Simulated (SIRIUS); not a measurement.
Set-up for a self-consistent single point of AlCr₂C (P6_3/mmc, 8 atoms in the cell; from Materials Project mp-9956, changed as shown).

```
CELL_PARAMETERS angstrom
      2.83448     0.00000     0.00000
     -1.41724     2.45474     0.00000
      0.00000     0.00000    12.64323
ATOMIC_POSITIONS crystal
  Al 0.66667 0.33333 0.25000
  Al 0.33333 0.66667 0.75000
  Cr 0.33333 0.66667 0.41494
  Cr 0.66667 0.33333 0.58506
  Cr 0.66667 0.33333 0.91494
  Cr 0.33333 0.66667 0.08506
  C  0.00000 0.00000 0.50000
  C  0.00000 0.00000 0.00000
```

Computed with PBE, GBRV PBE ultrasoft pseudopotentials (plane waves; SIRIUS).

SIRIUS settings:

```
setting                                                               value
--------------------------------------  -----------------------------------
parameters.ngridk                                                   12 12 2
parameters.xc_functionals                      [XC_GGA_X_PBE, XC_GGA_C_PBE]
parameters.gk_cutoff                                           6.325 1/bohr
parameters.pw_cutoff                                          14.143 1/bohr
parameters.smearing                                                    cold
parameters.smearing_width                                     0.00183747 Ha
potentials                              GBRV PBE ultrasoft pseudopotentials
parameters.electronic_structure_method                      pseudopotential
parameters.num_bands                                                     42
parameters.num_mag_dims                                                   0
parameters.num_dft_iter                                                 100
parameters.energy_tol                                              1e-07 Ha
parameters.density_tol                                                1e-06
mixer.type                                                         broyden2
mixer.beta                                                              0.7
mixer.use_hartree                                                      true
```

Results:

- Number of valence electrons: 70
- Number of bands: 42
- Number of k-points after the program's reduction: 38
- Number of plane waves (most at a k-point): 2582
- Number of SCF iterations: 23
- FFT grid: 27 × 27 × 120
- Free energy E − TS: -10047.5320 eV
- Fermi level (on the code's own zero): 14.95 eV
- Pressure: 1.18 GPa
- Largest force (vector length): 0.124 eV/Å

Forces (eV/Å):
```json
[
 {"atom": "Al1", "Fx": "0.000", "Fy": "0.000", "Fz": "0.000"},
 {"atom": "Al2", "Fx": "0.000", "Fy": "0.000", "Fz": "0.000"},
 {"atom": "Cr3", "Fx": "0.000", "Fy": "0.000", "Fz": "0.124"},
 {"atom": "Cr4", "Fx": "0.000", "Fy": "0.000", "Fz": "-0.124"},
 {"atom": "Cr5", "Fx": "0.000", "Fy": "0.000", "Fz": "0.124"},
 {"atom": "Cr6", "Fx": "0.000", "Fy": "0.000", "Fz": "-0.124"},
 {"atom": "C7", "Fx": "0.000", "Fy": "0.000", "Fz": "0.000"},
 {"atom": "C8", "Fx": "0.000", "Fy": "0.000", "Fz": "0.000"}
]
```

Stress (GPa, positive for compression):
```
1.27  0.00  0.00
0.00  1.27  0.00
0.00  0.00  1.00
```

For comparison: a first run was changed to give this one (volume scaled by 1.01), and from it to this one the free energy goes down by 1.6 meV/atom, the pressure goes from 3.52 to 1.18 GPa and the largest force goes from 0.016 to 0.124 eV/Å.

The run has no spin polarisation, so moments on Cr cannot form. The structure comes from a collection of computed structures, made at another level of theory; the collection holds predicted forms beside known ones. No clean gap shows at this smearing width and mesh (spacing up to 0.25 Å⁻¹); the mesh is coarse for partly filled bands, so the values carry mesh errors.

Cost on one core: roughly 4 core-minutes.
